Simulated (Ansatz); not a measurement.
An Ansatz (a program for electronic structure) input:

Ansatz 0.2 input:
```yaml
crystal:
  lattice:
    - [4.0962206039, 0.0, 0.0]
    - [0.0, 4.0962206039, 0.0]
    - [0.0, 0.0, 4.0962206039]
  atoms:
    - { symbol: Rb, position: [0.5, 0.5, 0.5] }
    - { symbol: Au, position: [0.0, 0.0, 0.0] }
kpoints:
  mp_grid: { grid: [6, 6, 6] }
  band_path:
    path:
      - [[0.0, 0.0, 0.0], [0.0, 0.5, 0.0], [0.5, 0.5, 0.0], [0.0, 0.0, 0.0], [0.5, 0.5, 0.5], [0.0, 0.5, 0.0]]  # Γ-X-M-Γ-R-X
      - [[0.5, 0.5, 0.5], [0.5, 0.5, 0.0]]  # R-M
      - [VBM, CBM]
    npoints: 12
hamiltonian:
  xc: r2scan
  pseudopotentials: { kind: paw }
magnetization: { noncollinear: true, spin_orbit: true }
scf:
  n_extra_bands: 12
  convergence: { dr2_threshold: 0.0000000001 }
  occupations: { method: gaussian, width: 0.01 }
checkpoint: { write: soc.run }
output: { eigenvalues: true }
```

Problem. How many symmetry operations and irreducible k-points will the run report?

Solution. 48 operations, 20 of 216 k-points.

Problem. With a cutoff of 500 eV, how many plane waves at Γ?

Solution. 1743.

It took roughly 2.3 core-minutes on shared server cores.

Space group Pm-3m (CsCl type). The workflow started from a Materials Project entry (that database holds measured and hypothetical structures alike); the Crystallography Open Database files this formula in space group No. 221, but the cells were not matched. Whether it is the stable phase at ambient conditions was not checked. Symmetry was held in the r²SCAN relaxation; whether a distortion lowers the energy is not shown.

Potentials: the later of the program's two PAW sets.

Ansatz is a plane-wave DFT program.
